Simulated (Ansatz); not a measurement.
## Sr₄S₃O: input, output and frames of a trajectory

The calculation used DFT PBEsol, scalar-relativistic, plane waves, PAW in Ansatz. The runs took a 420 eV cutoff, a shifted (0.5, 0.5, 0.5 steps) 2×2×2 mesh and Fermi–Dirac smearing (0.039 eV). The mesh is coarse. No spin polarisation.

16 atoms, starting at 1.01 times the perfect crystal's volume (space group Pm-3m, the cell as given, not relaxed at this level); Langevin thermostat at 450 K (friction 0.02 fs⁻¹), fixed cell; 27 steps of 2 fs. The run is short and not equilibrated.

Self-consistency was reached.

Command:
```bash
ansatz run input.yaml --threads 4 --pin off --max-ram 5120MiB --backend cpu --events-out ev --progress --plain --runs-dir out
```

Input:
```yaml
crystal:
  lattice:
    - [-5.9226114397, 5.9226114397, 0.0]
    - [0.0, 5.9226114397, -5.9226114397]
    - [-5.9226114397, 0.0, -5.9226114397]
  atoms:
    - { symbol: Sr, position: [0.75, 0.25, 0.25] }
    - { symbol: Sr, position: [0.25, 0.75, 0.75] }
    - { symbol: Sr, position: [0.75, 0.75, 0.75] }
    - { symbol: Sr, position: [0.25, 0.25, 0.25] }
    - { symbol: Sr, position: [0.25, 0.75, 0.25] }
    - { symbol: Sr, position: [0.75, 0.25, 0.75] }
    - { symbol: Sr, position: [0.75, 0.75, 0.25] }
    - { symbol: Sr, position: [0.25, 0.25, 0.75] }
    - { symbol: S, position: [0.5, 0.0, 0.0] }
    - { symbol: S, position: [0.0, 0.5, 0.5] }
    - { symbol: S, position: [0.5, 0.5, 0.0] }
    - { symbol: S, position: [0.0, 0.0, 0.5] }
    - { symbol: S, position: [0.0, 0.5, 0.0] }
    - { symbol: S, position: [0.5, 0.0, 0.5] }
    - { symbol: O, position: [0.5, 0.5, 0.5] }
    - { symbol: O, position: [0.0, 0.0, 0.0] }
basis:
  ecutwfc: 420
kpoints:
  mp_grid: { grid: [2, 2, 2], shift: [0.5, 0.5, 0.5] }
hamiltonian:
  xc: pbesol
scf:
  occupations: { method: fermi_dirac, width: 0.0388 }
  lower_state_search: "off"
  convergence: { dr2_threshold: 1.0e-07 }
output:
  forces: true
  stress: true
md:
  timestep: 2.0
  n_steps: 27
  ensemble: nvt_langevin
  temperature: 450.0
  initial_velocities: maxwell_boltzmann
  seed: 75767
  friction: 0.02
```

Output (its end):
```
...
md step    27: t =    54.00 fs T =   507.0 K  F+E_penalty+E_count = -34398.32955947 eV  E_kin = 1.048470 eV  P_inst = -1.5247 GPa (6 SCF iters)
SCF converged after 6 iterations
Free energy (F): -34398.329559 eV
Harris-Foulkes:  -34398.329559 eV  (|F-HF|=1.41e-8)
Internal energy: -34398.329559 eV  (E = F + TS)
E sigma→0 (E₀):  -34398.329559 eV
Fermi energy:    7.114193 eV
--- Per-component energies (eV) ---
  E_band       = -779.062177
  E_kinetic    = 2952.701887
  E_local      = -6610.277417  (includes V_loc(G=0)·N_el)
  E_nonlocal   = 1893.648690
  E_hartree    = 1714.831384
  E_xc         = -2103.018233
  E_vxc        = -2012.799895  (∫ρ·V_xc dr)
  E_paw        = -24963.757327  (= ΣΔE_a)
  E_vpaw       = -432.006096  (= ΣTr[D̂ρ^β])
  E_aug_tail   = 0.004686  (compensation charges beyond the density's cutoff)
  E_ewald      = -7283.980281
  E_core_change = 1.517051  (= ΣΔE_core)
  E_smearing   = -0.000000  (= −TS)
  E_closure    = 0.000000  (closes the sum)
  Σ components = -34398.329559   (vs F -34398.329559, Δ=0.00e0)
--- Forces (eV/Å), atoms counted from 1 ---
  atom   1  Sr    -0.75720717     0.20075542     0.47245098
  atom   2  Sr     0.53415776    -0.04141838     0.67846560
  atom   3  Sr     0.53626263     0.79870479     0.19088187
  atom   4  Sr     0.70288854    -0.47624934     0.14514871
  atom   5  Sr    -0.21817430     0.22662568    -0.82276910
  atom   6  Sr    -0.22873166     0.06722879    -0.34032390
  atom   7  Sr    -0.06185374    -0.25520402    -0.45362428
  atom   8  Sr    -0.27690945    -0.26433810    -0.34204193
  atom   9  S      0.14033070     0.12747520    -0.46307708
  atom  10  S     -0.13976139    -0.17584447     0.67360421
  atom  11  S      0.20099718    -0.88560110     0.51869324
  atom  12  S      0.16005063     0.08296076     0.27355946
  atom  13  S     -0.49099410     0.39771780     0.23840796
  atom  14  S     -0.23753942     0.25682508    -0.53860637
  atom  15  O      0.08637266    -0.18764541    -0.38501130
  atom  16  O      0.05010060     0.12800328     0.15420391
  max |Σ_I F_I| component: 3.80e-5 eV/Å
--- Stress (GPa, compression-positive) ---
       -2.149676      -0.014025      -0.159076
       -0.014025      -2.106596      -0.073425
       -0.159076      -0.073425      -1.126550
  P = ⅓ Tr σ = -1.7943 GPa (-17.943 kbar)
--- MD trajectory: 27 steps, t = 0.0 → 54.0 fs ---
  final state: T = 507.0 K   F+E_penalty+E_count = -34398.32955947 eV   E_kin = 1.048470 eV
```

Frames along the run (Å, eV/Å; dE is the potential energy from the first frame):

```xyz
16
Lattice="-5.923 5.923 0.000 0.000 5.923 -5.923 -5.923 0.000 -5.923" Properties=species:S:1:pos:R:3:forces:R:3 pbc="T T T" time_fs=0.00 dE_eV=0.0000 T_K=422
Sr   -5.923    5.923   -2.961    0.000    0.000    0.000
Sr   -5.923    5.923   -8.884    0.000    0.000    0.000
Sr   -8.884    8.884   -8.884    0.000    0.000    0.000
Sr   -2.961    2.961   -2.961    0.000    0.000    0.000
Sr   -2.961    5.923   -5.923    0.000    0.000    0.000
Sr   -8.884    5.923   -5.923    0.000    0.000    0.000
Sr   -5.923    8.884   -5.923    0.000    0.000    0.000
Sr   -5.923    2.961   -5.923    0.000    0.000    0.000
S    -2.961    2.961    0.000    0.000    0.000    0.000
S    -2.961    2.961   -5.923    0.000    0.000    0.000
S    -2.961    5.923   -2.961    0.000    0.000    0.000
S    -2.961    0.000   -2.961    0.000    0.000    0.000
S     0.000    2.961   -2.961    0.000    0.000    0.000
S    -5.923    2.961   -2.961    0.000    0.000    0.000
O    -5.923    5.923   -5.923    0.000    0.000    0.000
O     0.000    0.000    0.000    0.000    0.000    0.000
16
Lattice="-5.923 5.923 0.000 0.000 5.923 -5.923 -5.923 0.000 -5.923" Properties=species:S:1:pos:R:3:forces:R:3 pbc="T T T" time_fs=4.00 dE_eV=0.0144 T_K=418
Sr   -5.914    5.915   -2.949   -0.069    0.021    0.070
Sr   -5.932    5.923   -8.880    0.060   -0.039    0.062
Sr   -8.889    8.877   -8.893    0.033    0.081   -0.010
Sr   -2.969    2.971   -2.958    0.063   -0.034   -0.052
Sr   -2.959    5.920   -5.929    0.023    0.031   -0.067
Sr   -8.881    5.926   -5.914    0.032   -0.009   -0.104
Sr   -5.923    8.887   -5.917    0.000   -0.028   -0.002
Sr   -5.914    2.968   -5.917   -0.049   -0.014   -0.029
S    -2.947    2.972   -0.021   -0.070   -0.082    0.077
S    -2.972    2.948   -5.939    0.065    0.135    0.067
S    -2.966    5.942   -2.966    0.036   -0.100   -0.056
S    -2.954    0.012   -2.995   -0.058   -0.053    0.189
S     0.010    2.937   -2.963   -0.061    0.129   -0.002
S    -5.923    2.952   -2.935   -0.002    0.025   -0.108
O    -5.954    5.916   -5.936    0.052   -0.021   -0.037
O     0.018    0.015   -0.024   -0.055   -0.041    0.003
16
Lattice="-5.923 5.923 0.000 0.000 5.923 -5.923 -5.923 0.000 -5.923" Properties=species:S:1:pos:R:3:forces:R:3 pbc="T T T" time_fs=8.00 dE_eV=0.0554 T_K=430
Sr   -5.907    5.911   -2.939   -0.127    0.023    0.155
Sr   -5.946    5.925   -8.874    0.156   -0.085    0.146
Sr   -8.893    8.867   -8.902    0.068    0.191   -0.025
Sr   -2.980    2.979   -2.956    0.151   -0.069   -0.106
Sr   -2.956    5.914   -5.934    0.040    0.065   -0.154
Sr   -8.880    5.930   -5.907    0.050   -0.020   -0.215
Sr   -5.920    8.888   -5.913   -0.019   -0.033   -0.008
Sr   -5.909    2.973   -5.912   -0.088   -0.010   -0.078
S    -2.933    2.982   -0.035   -0.136   -0.167    0.113
S    -2.984    2.938   -5.965    0.152    0.240    0.182
S    -2.970    5.961   -2.978    0.067   -0.223   -0.090
S    -2.944    0.021   -3.027   -0.130   -0.080    0.369
S     0.027    2.915   -2.961   -0.168    0.255   -0.037
S    -5.922    2.948   -2.918   -0.004    0.021   -0.177
O    -5.986    5.905   -5.954    0.097   -0.027   -0.083
O     0.040    0.022   -0.056   -0.108   -0.080    0.008
16
Lattice="-5.923 5.923 0.000 0.000 5.923 -5.923 -5.923 0.000 -5.923" Properties=species:S:1:pos:R:3:forces:R:3 pbc="T T T" time_fs=12.00 dE_eV=0.1174 T_K=426
Sr   -5.900    5.907   -2.929   -0.211    0.005    0.220
Sr   -5.959    5.927   -8.869    0.248   -0.127    0.213
Sr   -8.898    8.853   -8.909    0.123    0.344   -0.052
Sr   -2.989    2.993   -2.955    0.219   -0.146   -0.130
Sr   -2.957    5.910   -5.938    0.046    0.100   -0.258
Sr   -8.880    5.936   -5.905    0.061   -0.047   -0.286
Sr   -5.917    8.891   -5.907   -0.029   -0.016   -0.043
Sr   -5.901    2.978   -5.911   -0.150    0.017   -0.103
S    -2.924    2.997   -0.043   -0.166   -0.268    0.115
S    -2.992    2.934   -5.985    0.213    0.324    0.270
S    -2.976    5.982   -2.994    0.121   -0.364   -0.097
S    -2.938    0.025   -3.056   -0.188   -0.069    0.539
S     0.042    2.889   -2.963   -0.270    0.402   -0.039
S    -5.919    2.948   -2.909   -0.014   -0.014   -0.216
O    -6.017    5.891   -5.962    0.149   -0.035   -0.147
O     0.067    0.020   -0.089   -0.151   -0.106    0.013
16
Lattice="-5.923 5.923 0.000 0.000 5.923 -5.923 -5.923 0.000 -5.923" Properties=species:S:1:pos:R:3:forces:R:3 pbc="T T T" time_fs=16.00 dE_eV=0.1898 T_K=402
Sr   -5.887    5.905   -2.922   -0.334   -0.027    0.276
Sr   -5.968    5.931   -8.862    0.316   -0.168    0.255
Sr   -8.905    8.843   -8.919    0.189    0.481   -0.079
Sr   -3.000    3.008   -2.958    0.289   -0.230   -0.145
Sr   -2.959    5.911   -5.942    0.047    0.123   -0.361
Sr   -8.880    5.943   -5.903    0.052   -0.075   -0.355
Sr   -5.915    8.891   -5.902   -0.036    0.005   -0.081
Sr   -5.889    2.984   -5.912   -0.241    0.029   -0.122
S    -2.920    3.009   -0.052   -0.164   -0.327    0.105
S    -2.997    2.937   -6.010    0.270    0.359    0.362
S    -2.982    5.999   -3.018    0.191   -0.476   -0.054
S    -2.938    0.027   -3.079   -0.209   -0.045    0.669
S     0.054    2.867   -2.974   -0.362    0.525    0.000
S    -5.916    2.943   -2.897   -0.032   -0.018   -0.276
O    -6.036    5.879   -5.964    0.188   -0.041   -0.207
O     0.092    0.021   -0.121   -0.165   -0.114    0.013
16
Lattice="-5.923 5.923 0.000 0.000 5.923 -5.923 -5.923 0.000 -5.923" Properties=species:S:1:pos:R:3:forces:R:3 pbc="T T T" time_fs=20.00 dE_eV=0.2678 T_K=372
Sr   -5.876    5.904   -2.913   -0.442   -0.064    0.358
Sr   -5.978    5.935   -8.853    0.365   -0.209    0.304
Sr   -8.914    8.837   -8.929    0.285    0.591   -0.083
Sr   -3.011    3.023   -2.961    0.355   -0.305   -0.144
Sr   -2.963    5.915   -5.946    0.049    0.127   -0.438
Sr   -8.876    5.949   -5.898    0.033   -0.083   -0.431
Sr   -5.911    8.887   -5.896   -0.053    0.019   -0.132
Sr   -5.878    2.991   -5.914   -0.314    0.021   -0.136
S    -2.916    3.016   -0.054   -0.144   -0.360    0.062
S    -3.001    2.942   -6.035    0.308    0.382    0.469
S    -2.992    6.016   -3.033    0.271   -0.597   -0.042
S    -2.940    0.025   -3.094   -0.211    0.000    0.766
S     0.071    2.852   -2.986   -0.492    0.613    0.053
S    -5.912    2.932   -2.884   -0.048    0.024   -0.353
O    -6.052    5.877   -5.972    0.217   -0.051   -0.258
O     0.118    0.021   -0.156   -0.181   -0.108    0.006
16
Lattice="-5.923 5.923 0.000 0.000 5.923 -5.923 -5.923 0.000 -5.923" Properties=species:S:1:pos:R:3:forces:R:3 pbc="T T T" time_fs=24.00 dE_eV=0.3305 T_K=423
Sr   -5.865    5.903   -2.896   -0.557   -0.087    0.444
Sr   -5.987    5.938   -8.838    0.412   -0.222    0.368
Sr   -8.924    8.829   -8.937    0.386    0.716   -0.095
Sr   -3.023    3.038   -2.964    0.421   -0.381   -0.142
Sr   -2.967    5.920   -5.948    0.041    0.129   -0.519
Sr   -8.869    5.952   -5.894    0.017   -0.062   -0.460
Sr   -5.903    8.885   -5.887   -0.088    0.024   -0.207
Sr   -5.868    2.997   -5.920   -0.352    0.005   -0.127
S    -2.914    3.018   -0.051   -0.101   -0.352    0.005
S    -2.995    2.956   -6.065    0.296    0.342    0.605
S    -3.002    6.030   -3.050    0.351   -0.709    0.001
S    -2.947    0.023   -3.096   -0.195    0.043    0.774
S     0.083    2.845   -2.994   -0.602    0.664    0.106
S    -5.908    2.924   -2.873   -0.076    0.054   -0.427
O    -6.061    5.891   -5.983    0.221   -0.075   -0.317
O     0.141    0.013   -0.194   -0.175   -0.088   -0.010
16
Lattice="-5.923 5.923 0.000 0.000 5.923 -5.923 -5.923 0.000 -5.923" Properties=species:S:1:pos:R:3:forces:R:3 pbc="T T T" time_fs=30.00 dE_eV=0.4059 T_K=478
Sr   -5.847    5.900   -2.869   -0.728   -0.054    0.511
Sr   -6.001    5.941   -8.812    0.477   -0.190    0.448
Sr   -8.937    8.822   -8.942    0.500    0.888   -0.153
Sr   -3.041    3.061   -2.969    0.516   -0.481   -0.119
Sr   -2.977    5.928   -5.958   -0.013    0.159   -0.587
Sr   -8.864    5.962   -5.894   -0.017   -0.046   -0.442
Sr   -5.894    8.884   -5.880   -0.110   -0.016   -0.264
Sr   -5.856    2.999   -5.926   -0.374   -0.045   -0.112
S    -2.909    3.010   -0.040   -0.044   -0.249   -0.120
S    -2.981    2.991   -6.106    0.240    0.207    0.808
S    -3.013    6.056   -3.078    0.445   -0.895    0.089
S    -2.971    0.017   -3.098   -0.121    0.129    0.738
S     0.093    2.843   -3.002   -0.737    0.694    0.175
S    -5.901    2.927   -2.863   -0.111    0.038   -0.513
O    -6.055    5.932   -5.997    0.203   -0.099   -0.411
O     0.174    0.009   -0.238   -0.127   -0.040   -0.047
16
Lattice="-5.923 5.923 0.000 0.000 5.923 -5.923 -5.923 0.000 -5.923" Properties=species:S:1:pos:R:3:forces:R:3 pbc="T T T" time_fs=34.00 dE_eV=0.4157 T_K=381
Sr   -5.834    5.896   -2.850   -0.811    0.004    0.543
Sr   -6.010    5.938   -8.798    0.527   -0.137    0.479
Sr   -8.943    8.825   -8.947    0.537    0.933   -0.172
Sr   -3.048    3.072   -2.975    0.556   -0.535   -0.087
Sr   -2.982    5.932   -5.965   -0.035    0.201   -0.637
Sr   -8.858    5.965   -5.902   -0.037   -0.023   -0.384
Sr   -5.892    8.878   -5.878   -0.087   -0.048   -0.298
Sr   -5.847    3.001   -5.928   -0.372   -0.082   -0.113
S    -2.900    3.001   -0.030   -0.036   -0.160   -0.219
S    -2.963    3.023   -6.125    0.162    0.055    0.896
S    -3.010    6.067   -3.102    0.438   -0.950    0.183
S    -2.992    0.011   -3.099   -0.050    0.186    0.671
S     0.091    2.850   -3.004   -0.768    0.655    0.204
S    -5.899    2.936   -2.866   -0.120    0.005   -0.529
O    -6.048    5.960   -6.012    0.171   -0.103   -0.456
O     0.188    0.006   -0.261   -0.076   -0.003   -0.081
16
Lattice="-5.923 5.923 0.000 0.000 5.923 -5.923 -5.923 0.000 -5.923" Properties=species:S:1:pos:R:3:forces:R:3 pbc="T T T" time_fs=38.00 dE_eV=0.4209 T_K=376
Sr   -5.822    5.890   -2.836   -0.875    0.059    0.572
Sr   -6.015    5.936   -8.787    0.546   -0.108    0.492
Sr   -8.949    8.830   -8.952    0.536    0.915   -0.160
Sr   -3.054    3.076   -2.983    0.597   -0.571   -0.049
Sr   -2.988    5.936   -5.969   -0.042    0.245   -0.687
Sr   -8.851    5.958   -5.908   -0.059    0.042   -0.354
Sr   -5.892    8.867   -5.879   -0.071   -0.081   -0.318
Sr   -5.837    3.002   -5.927   -0.386   -0.133   -0.136
S    -2.899    2.996   -0.015    0.008   -0.115   -0.328
S    -2.945    3.050   -6.139    0.064   -0.084    0.945
S    -3.005    6.069   -3.124    0.414   -0.942    0.277
S    -3.012    0.007   -3.100    0.015    0.225    0.625
S     0.080    2.855   -3.009   -0.742    0.616    0.260
S    -5.899    2.935   -2.870   -0.125    0.008   -0.550
O    -6.044    5.996   -6.025    0.152   -0.119   -0.482
O     0.202   -0.004   -0.282   -0.031    0.044   -0.107
16
Lattice="-5.923 5.923 0.000 0.000 5.923 -5.923 -5.923 0.000 -5.923" Properties=species:S:1:pos:R:3:forces:R:3 pbc="T T T" time_fs=42.00 dE_eV=0.4136 T_K=407
Sr   -5.811    5.885   -2.823   -0.916    0.070    0.596
Sr   -6.019    5.932   -8.775    0.557   -0.085    0.526
Sr   -8.959    8.834   -8.958    0.544    0.892   -0.120
Sr   -3.061    3.078   -2.994    0.625   -0.593   -0.003
Sr   -2.992    5.939   -5.973   -0.059    0.269   -0.723
Sr   -8.845    5.952   -5.917   -0.097    0.090   -0.306
Sr   -5.891    8.853   -5.879   -0.063   -0.113   -0.353
Sr   -5.830    3.004   -5.922   -0.387   -0.176   -0.176
S    -2.898    2.993   -0.003    0.050   -0.092   -0.421
S    -2.930    3.067   -6.147   -0.026   -0.155    0.966
S    -2.999    6.069   -3.138    0.393   -0.929    0.317
S    -3.024    0.007   -3.097    0.053    0.232    0.558
S     0.065    2.856   -3.010   -0.703    0.598    0.293
S    -5.904    2.925   -2.878   -0.116    0.054   -0.561
O    -6.043    6.032   -6.044    0.147   -0.144   -0.501
O     0.228   -0.019   -0.316    0.000    0.081   -0.093
16
Lattice="-5.923 5.923 0.000 0.000 5.923 -5.923 -5.923 0.000 -5.923" Properties=species:S:1:pos:R:3:forces:R:3 pbc="T T T" time_fs=46.00 dE_eV=0.3682 T_K=357
Sr   -5.804    5.878   -2.807   -0.920    0.115    0.589
Sr   -6.021    5.929   -8.763    0.553   -0.062    0.584
Sr   -8.972    8.837   -8.970    0.543    0.871   -0.018
Sr   -3.067    3.075   -3.009    0.651   -0.583    0.045
Sr   -2.995    5.944   -5.977   -0.091    0.256   -0.765
Sr   -8.840    5.952   -5.924   -0.131    0.094   -0.281
Sr   -5.889    8.840   -5.880   -0.076   -0.153   -0.391
Sr   -5.829    3.004   -5.918   -0.381   -0.207   -0.227
S    -2.901    2.986    0.002    0.090   -0.036   -0.471
S    -2.925    3.074   -6.146   -0.068   -0.185    0.910
S    -2.996    6.067   -3.155    0.376   -0.893    0.374
S    -3.031    0.014   -3.088    0.079    0.196    0.453
S     0.044    2.864   -3.010   -0.630    0.547    0.306
S    -5.906    2.918   -2.883   -0.146    0.087   -0.580
O    -6.039    6.064   -6.077    0.123   -0.158   -0.501
O     0.252   -0.029   -0.358    0.027    0.113   -0.025
16
Lattice="-5.923 5.923 0.000 0.000 5.923 -5.923 -5.923 0.000 -5.923" Properties=species:S:1:pos:R:3:forces:R:3 pbc="T T T" time_fs=50.00 dE_eV=0.3072 T_K=441
Sr   -5.801    5.874   -2.792   -0.859    0.155    0.526
Sr   -6.021    5.930   -8.754    0.534   -0.048    0.645
Sr   -8.982    8.843   -8.982    0.549    0.834    0.086
Sr   -3.074    3.069   -3.024    0.691   -0.531    0.090
Sr   -2.996    5.947   -5.983   -0.148    0.241   -0.788
Sr   -8.837    5.956   -5.929   -0.168    0.081   -0.294
Sr   -5.888    8.833   -5.882   -0.072   -0.202   -0.423
Sr   -5.834    3.005   -5.912   -0.340   -0.226   -0.286
S    -2.904    2.976   -0.002    0.122    0.032   -0.472
S    -2.919    3.075   -6.134   -0.116   -0.182    0.801
S    -2.986    6.070   -3.176    0.308   -0.875    0.442
S    -3.037    0.025   -3.078    0.120    0.140    0.354
S     0.029    2.877   -3.007   -0.571    0.480    0.294
S    -5.904    2.911   -2.892   -0.199    0.147   -0.574
O    -6.034    6.095   -6.116    0.105   -0.174   -0.475
O     0.287   -0.032   -0.399    0.044    0.128    0.075
16
Lattice="-5.923 5.923 0.000 0.000 5.923 -5.923 -5.923 0.000 -5.923" Properties=species:S:1:pos:R:3:forces:R:3 pbc="T T T" time_fs=54.00 dE_eV=0.2437 T_K=507
Sr   -5.800    5.868   -2.778   -0.757    0.201    0.472
Sr   -6.021    5.932   -8.745    0.534   -0.041    0.678
Sr   -8.989    8.851   -8.993    0.536    0.799    0.191
Sr   -3.075    3.064   -3.042    0.703   -0.476    0.145
Sr   -2.997    5.948   -5.988   -0.218    0.227   -0.823
Sr   -8.834    5.960   -5.931   -0.229    0.067   -0.340
Sr   -5.887    8.826   -5.884   -0.062   -0.255   -0.454
Sr   -5.842    3.005   -5.907   -0.277   -0.264   -0.342
S    -2.906    2.960   -0.008    0.140    0.127   -0.463
S    -2.916    3.076   -6.117   -0.140   -0.176    0.674
S    -2.972    6.079   -3.199    0.201   -0.886    0.519
S    -3.035    0.035   -3.070    0.160    0.083    0.274
S     0.012    2.891   -2.998   -0.491    0.398    0.238
S    -5.901    2.899   -2.906   -0.238    0.257   -0.539
O    -6.025    6.128   -6.173    0.086   -0.188   -0.385
O     0.336   -0.029   -0.429    0.050    0.128    0.154
```